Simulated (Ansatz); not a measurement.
A generator proposed this cell of BaNbI6.

```yaml
crystal:
  lattice:
    - [0.00000, 6.50000, 6.50000]
    - [6.50000, 0.00000, 6.50000]
    - [6.50000, 6.50000, 0.00000]
  atoms:
    - { symbol: Ba, position: [0.00000, 0.00000, 0.00000] }
    - { symbol: Nb, position: [0.50000, 0.50000, 0.50000] }
    - { symbol: I, position: [0.74347, 0.25653, 0.25653] }
    - { symbol: I, position: [0.25653, 0.74347, 0.25653] }
    - { symbol: I, position: [0.25653, 0.25653, 0.74347] }
    - { symbol: I, position: [0.25653, 0.74347, 0.74347] }
    - { symbol: I, position: [0.74347, 0.25653, 0.74347] }
    - { symbol: I, position: [0.74347, 0.74347, 0.25653] }
```

Level of theory: DFT PBE, scalar-relativistic, plane waves, PAW (Ansatz 0.2.0). Plane waves to 420 eV, a k mesh through Γ of 2×2×2 on the computed 8-atom cell and Gaussian smearing (0.10 eV); no spin polarisation.

The zero of energy is the elements' standard structures at the same level; no fitted shifts are applied.

Problem. How far from equilibrium is it?

Solution. The pressure is -2.5 GPa (it wants to contract), the largest force is 1.75 eV/Å, and the energy is −0.52 eV/atom against the elements. The shortest distance is 3.17 Å.

Problem. How much does it gain on relaxing, and where does it end?

Solution. Relaxing gains about 0.29 eV/atom (the start's value is from the coarse mesh, so the gain is rough) in 13 ionic steps and ends at −0.82 eV/atom on the finer mesh. The symmetry stays Fm-3m (No. 225). The volume per atom shrinks by 12.6 %, from 68.7 to 60.0 Å³. The shortest distance goes from 3.17 Å (Nb–I) to 2.80 Å (Nb–I). Conventional cell: a = 12.431 Å. Ba is surrounded by 6 I at 3.41 Å; Nb has 6 I at 2.80 Å; around I lie 1 Nb at 2.80 Å and 1 Ba at 3.41 Å.

The last run used collinear spin, a 6×6×6 mesh for its 8-atom cell and Gaussian smearing of 0.10 eV. Spin–orbit coupling, which can matter for I, is left out. The reference form of I is held partly by dispersion forces, which this level lacks. Another magnetic order may lie lower. The relaxation can't lower the symmetry of the start. A structure relaxed within its symmetry needn't be a true minimum.
